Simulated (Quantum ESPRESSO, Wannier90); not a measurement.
**Wannier functions of CaO (rock salt)**

```yaml
crystal:
  lattice:
    - [0.00000, 2.40355, 2.40355]
    - [2.40355, 0.00000, 2.40355]
    - [2.40355, 2.40355, 0.00000]
  atoms:
    - { symbol: Ca, position: [0.00000, 0.00000, 0.00000] }
    - { symbol: O, position: [0.50000, 0.50000, 0.50000] }
```

Cell from Materials Project (mp-2605), symmetrised, no further relaxation. COD (Crystallography Open Database) has an entry of this formula and space group (matched by these alone). Computed values, not measurements, from PBEsol: Quantum ESPRESSO (norm-conserving PseudoDojo potentials, cutoff 68 Ry, no spin polarisation, no spin-orbit coupling) on a Γ-centred 12×12×12 mesh, then Wannier90. Density: 12×12×12 mesh, cold smearing 0.01 Ry.

Valence charges of the files: Ca 10, O 6. 22 bands were computed.

Isolated groups of bands, relative to the valence-band maximum (bands from 9 on overlap up to the last one computed):

| bands | from (eV) | to (eV) | filling | weight on atomic waves |
|---|---|---|---|---|
| 1 | -37.40 | -37.26 | filled | Ca 3s 97 % |
| 2–4 | -19.38 | -18.24 | filled | Ca 3p 95 % |
| 5 | -15.39 | -14.17 | filled | O 2s 84 %, Ca 3p 11 %, Ca 4s 5 % |
| 6–8 | -2.67 | 0.00 | filled | O 2p 90 % |

Wanted is a model with the orbitals Ca s d, O s p, without the filled groups that are mainly made of other shells (semicore states, and anion s where it isn't named); all higher bands stay in for disentanglement.

### Question
Give num_wann, exclude_bands and num_bands, and the number of electrons that the model holds.

### Answer
Electrons: 1×10 + 1×6 = 16, which fill 8 bands.
num_wann = 1×6 + 1×4 = 10.
exclude_bands = 1-4, 4 bands, so num_bands = 22 − 4 = 18.
The model holds 16 − 2×4 = 8 electrons. With the window frozen to 5.06 eV it follows pw.x to 3.9 meV rms (states up to 4.6 eV relative to the valence-band maximum).
